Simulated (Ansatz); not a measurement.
A geometry of SnO away from equilibrium: the start of the relaxation of a generated cell, SnO built in the 4H structure type. Level of theory: r2SCAN (plane waves to 500 eV, PAW, scalar-relativistic; Ansatz, an electronic-structure program). Γ-centred k-mesh 7×7×2 on the run's cell (coarser than for final values), Fermi–Dirac smearing 0.05 eV.

```xyz
8
Lattice="3.6205 0.0000 0.0000 -1.8102 3.1354 0.0000 0.0000 0.0000 11.8525" Properties=species:S:1:pos:R:3:forces:R:3 pbc="T T T" free_energy=-26423.289 pressure_GPa=15.7
Sn     0.0000     0.0000     0.0000    0.0000    0.0000   -0.2810
Sn     0.0000     0.0000     5.9262    0.0000    0.0000   -0.2810
Sn     1.8102     1.0451     8.8915    0.0000    0.0000    0.0798
Sn     0.0000     2.0903     2.9652    0.0000    0.0000    0.0798
O      0.0000     0.0000     9.6261    0.0000    0.0000   -0.2119
O      0.0000     0.0000     3.6999    0.0000    0.0000   -0.2119
O      1.8102     1.0451     6.6764    0.0000    0.0000    0.4130
O      0.0000     2.0903     0.7501    0.0000    0.0000    0.4130
```

Positions in Å, forces in eV/Å, free energy of the cell in eV (comparable only within this code, potentials and settings). Largest force: 0.41 eV/Å, on O7, O8 (atoms numbered as listed); the geometry lies 0.38 eV/atom above the end of its relaxation.

No spin polarisation in the result. No dispersion correction is included, so spacings between layers, chains or molecules are soft and tend to come out too large.

The run could not lose the symmetry of its start: the end is stationary, and may be a saddle point rather than a minimum.

The end of the path is a generated cell of SnO: the first start was made by placing the elements on the sites of a structure type, and the end was not matched to a known phase here, so it may be hypothetical. Known forms of SnO include space group No. 129.
